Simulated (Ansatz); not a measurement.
**Stationary points along a deformation path in InO**

Level of theory: DFT LDA, scalar-relativistic, plane waves, PAW in Ansatz. Settings: plane waves to 420 eV, k-mesh 12×12×4 (Γ-centred), Gaussian smearing 0.03 eV. No spin polarisation. Energies are free energies at this smearing, counted from the undisturbed cell; pressure is positive in compression.

The undisturbed cell (as given, not relaxed at this level; it stands at -3.1 GPa, and it needn't be the usual structure):

```
CELL_PARAMETERS angstrom
3.45361 0.00000 0.00000
-1.72681 2.99092 0.00000
0.00000 0.00000 15.87710
ATOMIC_POSITIONS crystal
In 0.66667 0.33333 0.59002
In 0.66667 0.33333 0.40998
O 0.00000 0.00000 0.63987
O 0.00000 0.00000 0.36013
```

The cell holds layers and no dispersion correction was added, so their binding is poorly described.

At fixed volume and fractional coordinates, lengths along (0.000, 0.000, 1.000) are scaled against those across it; ρ is that ratio over its starting value. V = 41.001 Å³/atom. Δσ is the stress along the axis less the mean stress across it (compression positive).

| ρ | ΔE (meV/atom) | Δσ (GPa) | space group |
| --- | --- | --- | --- |
| 0.800 | 309.5 | 15.27 | P-6m2 |
| 0.850 | 173.3 | 11.14 | P-6m2 |
| 0.920 | 56.2 | 6.30 | P-6m2 |
| 0.960 | 19.3 | 3.89 | P-6m2 |
| 1.000 | 0.0 | 1.67 | P-6m2 |
| 1.050 | -3.1 | -0.89 | P-6m2 |
| 1.100 | 13.2 | -3.17 | P-6m2 |
| 1.200 | 90.5 | -7.04 | P-6m2 |
| 1.300 | 204.6 | -9.50 | P-6m2 |

Q: How does the stress give the slope of the energy, and where is the energy stationary?

A: Along the path d ln(length) is 2/3 d ln ρ on the axis and −1/3 d ln ρ across it, so dE/d ln ρ = −(2/3) V Δσ: the energy falls with ρ where Δσ is positive. Δσ vanishes or changes sign between ρ = 1.000 and 1.050, a minimum (near 1.03 by linear interpolation). Pairs of stationary points between two samples would go unseen, and could change a minimum read from distant neighbours into a maximum.

Q: Integrate that slope from ρ = 1 to 1.200 by the trapezoid rule.

A: With V/N in Å³ and 1 eV/Å³ = 160.2 GPa the slopes at ρ = 1.000, 1.050, 1.100, 1.200 are -285, 152, 541, 1201 meV/atom per unit of ln ρ. The steps add (-3.2) + 16.1 + 75.8 = 88.7 meV/atom, against 90.5 from the energies; the trapezoid rule misses the curvature of the slope within each step.

Q: Is the start the lowest point of the path?

A: No: ρ = 1.050 lies 3.1 meV/atom lower, with no sampled rise above the start on the way. Volume and inner coordinates are held, so a relaxed structure there would lie lower still.

Forces appear on the atoms along this scan, and letting them relax would lower the energy and soften the response. The gap closes along the scan, which can put kinks into the curve.

Cost: 9 runs of about 2.9 core-minutes in all, on Intel Xeon Processor @ 2.70GHz (shared hosts).